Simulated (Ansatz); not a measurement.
Br (simple cubic, Pm-3m) under volume change, PBE+D3(BJ) (plane waves, PAW; program Ansatz), shape and atoms relaxed at each volume.

```csv
V (Å³/atom),E − E(relaxed) (meV/atom),P (GPa)
25.836,30.6,4.24
26.688,12.7,2.55
27.540,3.0,1.16
28.392,0.0,0.00
29.243,2.6,-0.96
30.095,9.9,-1.74
30.947,20.9,-2.39
```

### Question
What does a third-order Birch–Murnaghan fit give for V₀, B₀ and B′?

### Answer
V₀ = 28.39 Å³/atom, B₀ = 34.9 GPa, B′ = 5.4.

The cell is a constructed one: a structure type filled with these elements; neither database checked (COD, Materials Project) lists it. It is not the usual solid phase (space group No. 64). The PBE+D3(BJ) relaxation kept the symmetry of its start. At this level the phase is mechanically unstable. The substance is a gas or liquid at ambient conditions.

Potentials: the later of the program's two PAW sets.
